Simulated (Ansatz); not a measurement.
Consider the following.

Starting cell, SiO$_{2}$ (rutile):

```xyz
6
Lattice="4.2359 0.0000 0.0000 0.0000 4.2359 0.0000 0.0000 0.0000 2.6899" Properties=species:S:1:pos:R:3 pbc="T T T"
Si     2.1179     2.1179     1.3450
Si     0.0000     0.0000     0.0000
O      3.4183     3.4183     1.3450
O      1.3004     2.9355     0.0000
O      2.9355     1.3004     0.0000
O      0.8176     0.8176     1.3450
```

The atoms are displaced by Q × the pattern below (from a DFPT mode at Γ, largest move 1; Q in Å), at fixed cell.

| atom | x | y | z |
|---|---|---|---|
| O3 | 0.707 | 0.707 | 0.000 |
| O4 | -0.707 | 0.707 | 0.000 |
| O5 | 0.707 | -0.707 | 0.000 |
| O6 | -0.707 | -0.707 | 0.000 |

Atoms not listed stay in place.

These are PBE (plane waves to 420 eV, PAW, scalar-relativistic; Ansatz, an electronic-structure program) values and carry that method's errors. k mesh 8×8×12 (Γ-centred), Fermi-Dirac smearing 0.05 eV. Energies are smeared free energies. SiO2 was relaxed with its symmetry unable to fall. The PAW data are Ansatz's earlier set. ΔE is measured from the undisplaced structure.

The scan covers Q from -0.180 to 0.180 Å in 13 points.

### Question
Is this a single well or a double well?

### Answer
A single well with its minimum at or next to zero displacement.

### Question
Which space group does the distorted structure have?

### Answer
Cmmm (No. 65), lowered from P4_2/mnm.

### Question
Is the energy the same for equal positive and negative displacements?

### Answer
Even: the same for both signs.

### Question
What is the energy change at Q = 0.180 Å?

### Answer
3213 meV/cell.

### Question
What harmonic wavenumber does the curvature at Q = 0 give?

### Answer
905 cm⁻¹.

(A displaced cell: forces are minus the slopes of the energy, force constants its curvatures, and phonons follow from these.)
